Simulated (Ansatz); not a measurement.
A distorted cell of SiC (4H type, space group P6_3mc):

```yaml
crystal:
  lattice:
    - [3.04021, 0.00000, 0.00000]
    - [-1.52010, 2.63290, 0.00000]
    - [0.00000, 0.00000, 9.95398]
  atoms:
    - { symbol: Si, position: [0.00000, 0.00000, 0.00032] }
    - { symbol: Si, position: [0.00000, 0.00000, 0.50032] }
    - { symbol: Si, position: [0.66667, 0.33333, 0.75023] }
    - { symbol: Si, position: [0.33333, 0.66667, 0.25023] }
    - { symbol: C, position: [0.00000, 0.00000, 0.81287] }
    - { symbol: C, position: [0.00000, 0.00000, 0.31287] }
    - { symbol: C, position: [0.66667, 0.33333, 0.56222] }
    - { symbol: C, position: [0.33333, 0.66667, 0.06222] }
```

Method: r2SCAN (plane waves to 500 eV, PAW, scalar-relativistic; Ansatz, an electronic-structure program). k mesh 13×13×4 (Γ-centred), Fermi-Dirac smearing 0.05 eV. Energies are smeared free energies. Compression counts positive. SiC was relaxed with its symmetry unable to fall.

Task: What is the stress tensor (GPa)?

Result: 
```
    9.0      0.0      0.0
    0.0      9.0      0.0
    0.0      0.0      8.9
```
The pressure, a third of the trace, is 9.0 GPa.

Task: It is the relaxed cell scaled evenly to V/V₀ = 0.964, atoms relaxed where free. What is its energy relative to the relaxed cell?

Result: 10.1 meV/atom.

(Under strain, the slope of the energy per volume gives the stress and its curvature an elastic modulus.)
